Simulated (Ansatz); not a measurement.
Here is the system:

Be2Ru:
```cif
data_Be4Ru2
_chemical_formula_sum 'Be4 Ru2'
_space_group_name_H-M_alt 'P 1'
_space_group_IT_number 1
_cell_length_a 4.29505
_cell_length_b 4.29505
_cell_length_c 4.29505
_cell_angle_alpha 60.000
_cell_angle_beta 60.000
_cell_angle_gamma 60.000
loop_
_space_group_symop_operation_xyz
  'x, y, z'
loop_
_atom_site_label
_atom_site_type_symbol
_atom_site_fract_x
_atom_site_fract_y
_atom_site_fract_z
_atom_site_occupancy
Be1 Be 0.62500 0.62500 0.62500 1
Be2 Be 0.12500 0.62500 0.62500 1
Be3 Be 0.62500 0.12500 0.62500 1
Be4 Be 0.62500 0.62500 0.12500 1
Ru1 Ru 0.25000 0.25000 0.25000 1
Ru2 Ru 0.00000 0.00000 0.00000 1
```

This is the PBEsol-relaxed structure.

### Question
All from PBEsol in the plane-wave PAW code Ansatz, unless another level is named. Estimate the highest zone-centre frequency.

### Answer
24.01 THz.

### Question
And the bulk modulus (Birch–Murnaghan fit)?

### Answer
220 GPa.

### Question
Next, the elastic constants (relaxed ions, GPa)?

### Answer
C11 = 407, C12 = 127, C44 = 143.

Space group Fd-3m (cubic Laves (MgCu2 type)). A made-up cell: these elements were put on the sites of a structure type; neither database checked (COD, Materials Project) lists it. Its standing as an ambient phase is unchecked. The PBEsol relaxation kept the symmetry of its start; its stability against distortions is not shown here. No spin polarisation was allowed. As this level gives no gap, shear constants depend on the k-mesh and smearing (Fermi–Dirac, 0.1 eV here). As this level gives no gap, phonon frequencies hold no LO–TO term and depend on the k-mesh and smearing (Fermi–Dirac, 0.1 eV here).

Potentials: the earlier of the program's two PAW sets. The files were generated under PBE; for other functionals the program regenerates the frozen cores, and for LDA and PBEsol the local potential too.
